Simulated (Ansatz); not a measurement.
GaP:
```yaml
crystal:
  lattice:
    - [0.00000, 2.72569, 2.72569]
    - [2.72569, 0.00000, 2.72569]
    - [2.72569, 2.72569, 0.00000]
  atoms:
    - { symbol: P, position: [0.75000, 0.75000, 0.75000] }
    - { symbol: Ga, position: [0.00000, 0.00000, 0.00000] }
```

Plane-wave PAW r²SCAN (Ansatz code) gives a gap of 1.84 eV without spin–orbit coupling, maximum at Γ, minimum on the Γ–X line, 85 % of the way from Γ.

Q: What happens when spin–orbit coupling is switched on?

A: The gap shrinks by 0.02 eV, to 1.82 eV; maximum at Γ, minimum on the Γ–X line, 85 % of the way from Γ.

Q: How large is the spin–orbit splitting of the valence top at Γ?

A: The fourfold level lies 0.08 eV above the split-off pair.

Space group F-43m (zinc blende). The cell was relaxed with r²SCAN under the symmetry of its start.

Potentials: the later of the program's two PAW sets.
